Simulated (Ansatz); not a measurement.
Given:

Ti$_{6}$O:
Space group P-31m (No. 162); a = 5.1023 Å, b = 5.1023 Å, c = 4.7280 Å, α = 90.00°, β = 90.00°, γ = 120.00°

```json
[
 {"atom": "Ti", "site": "6k", "symmetry": "..m", "x": "0.3306", "y": "0.3306", "z": "0.7397"},
 {"atom": "O", "site": "1a", "symmetry": "-3.m", "x": "0.0000", "y": "0.0000", "z": "0.0000"}
]
```

This is the r²SCAN-relaxed structure.

Q: All from r²SCAN (plane waves, PAW; program Ansatz), unless another level is named. Predict the electronic character.

A: metallic (no gap).

Q: What about the density of states at the Fermi level?

A: 0.63 states/eV per atom (mean over ±0.08 eV).

Q: Predict the formation energy from the elements (no fitted shifts).

A: -0.87 eV/atom.

The first step of the workflow began from a Materials Project structure, measured or hypothetical; the Crystallography Open Database files this formula in space group No. 162, but the cells were not matched. Its standing as an ambient phase is unchecked. Symmetry was held in the r²SCAN relaxation; its stability against distortions is not shown here. The run is not spin-polarised. Without spin polarisation and U, an open-shell compound can come out a false metal. The references are the lowest solids computed at this level, not always the standard phases (solids in place of the gases).

Potentials: the later of the program's two PAW sets.
